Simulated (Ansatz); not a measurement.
Ni (Im-3m); parallel moments.

```
Ni
1.0
     2.76743    0.00000    0.00000
     0.00000    2.76743    0.00000
     0.00000    0.00000    2.76743
Ni
2
Cartesian
  0.0000 0.0000 0.0000
  1.3837 1.3837 1.3837
```

Geometry: a structure from the Materials Project, repeated to hold the magnetic orders; nothing is relaxed.

Functional, mesh and filling: LDA, 11×11×11 k mesh, Fermi–Dirac smearing of 0.05 eV. LAPW is all-electron LAPW in Ansatz 0.2.0. Site moments are integrated in spheres about the atoms. Start moments (μB): Ni1 1.5, Ni2 1.5.

Iteration by iteration:

```csv
iteration,Harris–Foulkes energy less the last (meV),density residual (eV),M (μB),∫|m| (μB)
1,243.589,1.6e-03,1.4702,1.6061
2,143.129,3.0e-04,1.3907,1.5337
3,83.679,2.6e-04,1.3503,1.4861
4,51.255,9.1e-06,1.3255,1.4544
5,32.285,2.0e-05,1.2931,1.4158
6,21.128,2.0e-06,1.2625,1.3812
7,14.054,3.9e-06,1.2336,1.3485
8,9.588,3.3e-06,1.2096,1.3206
9,6.681,9.6e-07,1.1899,1.2971
10,0.560,6.6e-05,1.1121,1.2025
11,0.273,3.1e-06,1.0704,1.1559
12,0.081,1.8e-08,1.0483,1.1281
13,0.002,3.4e-09,1.0246,1.0977
14,0.000,1.3e-10,1.0267,1.1000
15,0.000,5.1e-12,1.0281,1.1015
16,0.000,2.1e-13,1.0285,1.1020
17,0.000,1.2e-14,1.0286,1.1022
```

Site moments (μB): Ni1 0.53, Ni2 0.53. Cell moment 1.03 μB.

The Ansatz runs typed with the search for lower states off end where their start leads. None of this fixes the real material's magnetic order: only patterns that fit the cell were computed, at zero temperature, with a functional that can overstate moments.
